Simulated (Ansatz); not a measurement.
Rb2WCl6 in space group Fm-3m (No. 225; W on 4a, Rb on 8c, Cl on 24e) under volume change, LDA in the plane-wave PAW code Ansatz, shape and atoms relaxed at each volume.

```csv
V (Å³/atom),E − E(relaxed) (meV/atom),P (GPa)
21.965,19.4,3.23
22.689,7.9,1.92
23.413,1.8,0.84
24.137,0.0,0.01
24.861,1.5,-0.64
25.585,5.6,-1.16
26.310,11.8,-1.54
```

### Question
What does a third-order Birch–Murnaghan fit give for V₀, B₀ and B′?

### Answer
V₀ = 24.15 Å³/atom, B₀ = 24.6 GPa, B′ = 7.1.

The workflow started from an entry of the Crystallography Open Database (COD, 293 K). Its standing as an ambient phase is unchecked. The cell was relaxed with LDA under the symmetry of its start; of distortions, only those at the zone centre were tested. No spin polarisation was allowed. Spin–orbit coupling is left out wherever it is not named.

Potentials: the later of the program's two PAW sets.
